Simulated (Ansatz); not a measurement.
**Question.** Each is relaxed and computed with DFT-HSE06 in the program Ansatz with PAW potentials. Which is the only metal?
(A) SiC, zinc blende
(B) ZrSi2, P4/mmm (Si on 2f, Zr on 1b)
(C) SrZrO3, cubic perovskite
(D) HfSiO4, I4_1/amd (Hf on 4a, Si on 4b, O on 16h)

**Answer.** B, ZrSi2, P4/mmm (Si on 2f, Zr on 1b). ZrSi2: metal; SiC: gap 2.22 eV (indirect); HfSiO4: gap 7.24 eV (indirect); SrZrO3: gap 4.89 eV (indirect). Constructed cells (a structure type filled with these elements, in neither database checked): ZrSi2, P4/mmm (Si on 2f, Zr on 1b). Standing as an ambient phase not checked: SrZrO3, cubic perovskite. All cells were relaxed under the symmetry of their starts (and spin orders); stability against distortions was not tested throughout. Rows with no word on spin ran without spin polarisation. Spin–orbit coupling is left out wherever it is not named.

Potentials: the later of the program's two PAW sets.
